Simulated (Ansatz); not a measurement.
Here is the system:

BRh:
Space group P6₃/mmc (No. 194); a = b = 3.3543 Å, c = 4.0905 Å, α = β = 90.00°, γ = 120.00°

```json
[
 {"atom": "B", "site": "2a", "symmetry": "-3m.", "x": "0.0000", "y": "0.0000", "z": "0.0000"},
 {"atom": "Rh", "site": "2c", "symmetry": "-6m2", "x": "0.3333", "y": "0.6667", "z": "0.2500"}
]
```

This is the PBEsol-relaxed structure.

**Question.** All from PBEsol in the plane-wave PAW code Ansatz, unless another level is named. Give the electronic character.

**Answer.** metallic (no gap).

**Question.** What about the formation energy from the elements (no fitted shifts)?

**Answer.** -42 kJ/mol of atoms.

**Question.** Give the gap with spin–orbit coupling.

**Answer.** none (metallic).

Space group P6_3/mmc (NiAs type). The workflow started from a Materials Project entry (that database holds measured and hypothetical structures alike); the Crystallography Open Database copy checked does not list it. Whether it is the stable phase at ambient conditions was not checked. Symmetry was held in the PBEsol relaxation; its stability against distortions is not shown here. No spin polarisation was allowed. The references are the lowest solids computed at this level, not always the standard phases. Spin–orbit coupling is left out wherever it is not named.

Potentials: the later of the program's two PAW sets.
